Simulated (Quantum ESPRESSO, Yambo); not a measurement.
# Levels of theory for the gap of SiO2

SiO$_{2}$ (α-quartz, space group P3_121, No. 152): one geometry, one set of norm-conserving PBEsol (Quantum ESPRESSO, 84 Ry, without SOC) orbitals, self-energies from Yambo (3×3×4 Γ-centred k mesh, 213 bands and a 8 Ry block in the screening, 213 bands in G with the Bruneval-Gonze terminator, plasmon pole fitted at 27.2 eV).

The geometry is that of Materials Project entry mp-7000, symmetrised and not relaxed again.

| level | gap K → Γ (eV) | direct gap at Γ (eV) | rough Yambo cost |
|---|---|---|---|
| PBEsol (Quantum ESPRESSO) | 5.87 | 6.17 | – |
| exchange only (Hartree-Fock self-energy on PBEsol orbitals) | 16.38 | 16.72 | about 1/60 (8 states) |
| static COHSEX@PBEsol | 10.13 | 10.51 | within a factor of two (3 states) |
| G0W0@PBEsol, plasmon pole | 8.77 | 9.13 | 1 (8 states) |

Bare exchange has no screening and gives the widest gap; static COHSEX screens it but leaves out the frequency dependence, which G0W0 restores.

Costs are rough ratios of core time on shared machines.

Nearest settings tried, and what they do to the gap: 80 bands in G: +11 meV; 80 bands in W, 80 bands in G: +94 meV; 7 Ry block (243 vectors against 327): -73 meV; 3×3×2 mesh: -8 meV. So the settings aren't converged at that level.
